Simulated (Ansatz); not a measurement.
Input:

Si3N4:
```cif
data_N8Si6
_chemical_formula_sum 'N8 Si6'
_space_group_name_H-M_alt 'P 1'
_space_group_IT_number 1
_cell_length_a 5.57929
_cell_length_b 5.57929
_cell_length_c 5.57929
_cell_angle_alpha 109.471
_cell_angle_beta 109.471
_cell_angle_gamma 109.471
loop_
_space_group_symop_operation_xyz
  'x, y, z'
loop_
_atom_site_label
_atom_site_type_symbol
_atom_site_fract_x
_atom_site_fract_y
_atom_site_fract_z
_atom_site_occupancy
N1 N 0.56248 0.56248 0.56248 1
N2 N 0.43752 0.50000 0.00000 1
N3 N 0.50000 0.00000 0.93752 1
N4 N 0.00000 0.43752 0.50000 1
N5 N 0.93752 0.50000 0.00000 1
N6 N 0.06248 0.06248 0.06248 1
N7 N 0.00000 0.93752 0.50000 1
N8 N 0.50000 0.00000 0.43752 1
Si1 Si 0.25000 0.12500 0.87500 1
Si2 Si 0.87500 0.25000 0.12500 1
Si3 Si 0.75000 0.37500 0.62500 1
Si4 Si 0.62500 0.75000 0.37500 1
Si5 Si 0.12500 0.87500 0.25000 1
Si6 Si 0.37500 0.62500 0.75000 1
```

This is the r²SCAN-relaxed structure.

### Question
All from r²SCAN in the plane-wave PAW code Ansatz, unless another level is named. Predict the vibrational entropy at 300 K.

### Answer
8.2 J/(K·mol of atoms).

### Question
And the Poisson's ratio?

### Answer
0.25.

### Question
And the zero-point energy?

### Answer
115.6 meV/atom.

### Question
Next, the highest zone-centre frequency (without LO–TO term)?

### Answer
943 cm⁻¹.

Space group I-43d. The workflow started from an entry of the Crystallography Open Database (COD), which files this formula under 4 space groups. It is not the phase usual at ambient conditions (space group No. 176). Symmetry was held in the r²SCAN relaxation; its stability against distortions is not shown here.

Potentials: the earlier of the program's two PAW sets. The files were generated under PBE; for other functionals the program regenerates the frozen cores, and for LDA and PBEsol the local potential too.
